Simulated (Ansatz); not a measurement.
Zone-centre modes in Rh

Level of theory: DFT PBEsol, scalar-relativistic, plane waves, PAW (Ansatz). The runs took a 420 eV cutoff, a Γ-centred 18×18×12 mesh and Gaussian smearing (0.15 eV). No spin polarisation.

The undisturbed cell (as given, not relaxed at this level):

```yaml
crystal:
  lattice:
    - [0.00000, -1.90155, -1.90155]
    - [0.00000, 1.90155, -1.90155]
    - [3.80310, 0.00000, 0.00000]
  atoms:
    - { symbol: Rh, position: [0.50000, 0.50000, 0.50000] }
    - { symbol: Rh, position: [0.00000, 0.00000, 0.00000] }
```

Harmonic modes by finite displacements of 0.02 Å, without the LO–TO term. The cell doubles the primitive one, so its zone centre also holds the primitive cell's point q = (0, 1/2, 1/2).

At this geometry, is the structure stable against these modes?

Yes: no mode is imaginary beyond 10 cm⁻¹, and only the three translations lie near zero.

List the wavenumbers in cm⁻¹.

0, 0, 0, 182, 182, 223.

Cost: 1 run of about 1 core-minutes, on Arm Neoverse V1 (shared hosts).